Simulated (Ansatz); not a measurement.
Input:

MoSe:
```yaml
crystal:
  lattice:
    - [3.13471, 0.00000, 0.00000]
    - [0.00000, 3.13471, 0.00000]
    - [0.00000, 0.00000, 3.13471]
  atoms:
    - { symbol: Mo, position: [0.00000, 0.00000, 0.00000] }
    - { symbol: Se, position: [0.50000, 0.50000, 0.50000] }
```

This is the r²SCAN-relaxed structure.

**Question.** All from the program Ansatz at the r²SCAN level (PAW), unless another level is named. Predict the electronic character.

**Answer.** metallic (no gap).

**Question.** Predict the density of states at the Fermi level.

**Answer.** 0.73 states/eV per atom (mean over ±0.08 eV).

**Question.** Predict the gap with spin–orbit coupling.

**Answer.** none (metallic).

Space group Pm-3m (CsCl type). A made-up cell: these elements were put on the sites of a structure type; neither database checked (COD, Materials Project) lists it. Its standing as an ambient phase is unchecked. The r²SCAN relaxation kept the symmetry of its start; its stability against distortions is not shown here. The run is not spin-polarised. Spin–orbit coupling is left out wherever it is not named.

Potentials: the earlier of the program's two PAW sets.
